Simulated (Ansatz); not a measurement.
The elements of this relaxed trial crystal are hidden behind letters.

```
lattice vectors (Å)
  -2.2000    2.2000    9.3299
   2.2000   -2.2000    9.3299
   2.2000    2.2000   -9.3299
fractional positions
X 0.6665 0.6665 0.0000
X 0.3335 0.3335 0.0000
Z 0.0000 0.0000 0.0000
Q 0.2500 0.7500 0.5000
Q 0.9168 0.4168 0.5000
Q 0.5832 0.0832 0.5000
```

All numbers below come from DFT PBE, scalar-relativistic, plane waves, PAW (Ansatz 0.2.0). Cutoff 420 eV, Γ-centred 10×10×10 mesh (6-atom cell), Gaussian smearing of 0.02 eV, no spin polarisation.

```
Space group                                 : I-4m2 (No. 119)
Conventional cell                           : a = 4.400 Å, c = 18.660 Å
Volume per atom                             : 30.10 Å³
Density                                     : 4.50 g/cm³
Energy over the elements                    : −0.168 eV/atom
Gap on the 10×10×10 mesh of the 6-atom cell : 0.60 eV
```

Energies are uncorrected and count from the elements' standard states at the same level.

Task: X is a p-block element of period 3, Z is a p-block element of period 4 and Q is a p-block element of period 5. Which elements are they?

Result: X = Al, Z = Ga, Q = Sb, so the formula is Al2GaSb3. Density times volume gives a mean mass of 4.50 × 30.10/1.6605 = 81.6 u per atom, and this set has 81.5 u. Al is surrounded by 4 Sb at 2.69–2.70 Å; around Ga lie 4 Sb at 2.69 Å; around Sb on a site of symmetry -4m2 lie 4 Al at 2.70 Å; 1 more site not described. Other sets within the hints have nearly the same mass, so mass alone doesn't settle it; this one was computed.

Spin–orbit coupling, which can matter for Sb, is left out. Kohn–Sham gaps at this level usually fall short of measured ones. The missing spin–orbit coupling can work the other way here. A structure relaxed within its symmetry needn't be a true minimum.
